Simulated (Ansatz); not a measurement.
This cell of MoS2 (3R-MoS2 type, space group R3m) is off equilibrium:

```yaml
crystal:
  lattice:
    - [1.58761, 0.91661, 6.19494]
    - [-1.58761, 0.91661, 6.19494]
    - [0.00000, -1.83321, 6.19494]
  atoms:
    - { symbol: Mo, position: [0.00000, 0.00000, 0.00000] }
    - { symbol: S, position: [0.74513, 0.74513, 0.74513] }
    - { symbol: S, position: [0.58300, 0.58300, 0.58300] }
```

Method: r2SCAN+rVV10 (plane waves to 500 eV, PAW, scalar-relativistic; Ansatz, a quantum-chemistry and plane-wave program). k mesh 10×10×10 (Γ-centred), Fermi-Dirac smearing 0.05 eV. The energy includes the smearing's −TS. Stress and pressure are positive under compression. As the smearing reaches across the gap at some points, energies and forces of such displacements shift with the k mesh and the smearing. MoS2 is run without spin polarisation. MoS2 was relaxed with its symmetry unable to fall. This is one of several known forms of MoS2; the measured ambient cells at hand have space group No. 194.

Problem. Predict the force on every atom, in eV/Å.

Solution. 
```csv
atom,Fx,Fy,Fz
Mo1,0.000,0.000,-1.665
S2,0.000,0.000,1.915
S3,0.000,0.000,-0.250
```

Problem. What is the stress tensor (GPa)?

Solution. 
```
    3.3      0.0      0.0
    0.0      3.3      0.0
    0.0      0.0      8.8
```
The pressure, a third of the trace, is 5.2 GPa.

Problem. In it atom 2 sits (0.000, 0.000, -0.096) Å away from its relaxed site. What is its energy relative to the relaxed cell?

Solution. 89 meV/cell.

(A displaced cell: forces are minus the slopes of the energy, force constants its curvatures, and phonons follow from these.)
